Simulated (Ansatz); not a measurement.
RbBr (rock salt), relaxed and computed with several functionals in Ansatz (plane waves, PAW).

| functional | a (Å) | gap (eV) | B₀ by P(V) fit (GPa) |
|---|---|---|---|
| PBE | 7.018 | 4.19 | 11.9 |
| HSE06 | 6.975 | 5.38 | 12.6 |
| r²SCAN | 6.926 | 4.89 | 14.0 |
| LDA | 6.668 | 4.16 | 18.4 |

All cells were relaxed under the symmetry of their starts (and spin orders); stability against distortions was not tested throughout. Spin–orbit coupling is left out wherever it is not named.

Potentials: the later of the program's two PAW sets.

Ansatz (an electronic-structure program) is a plane-wave DFT program.
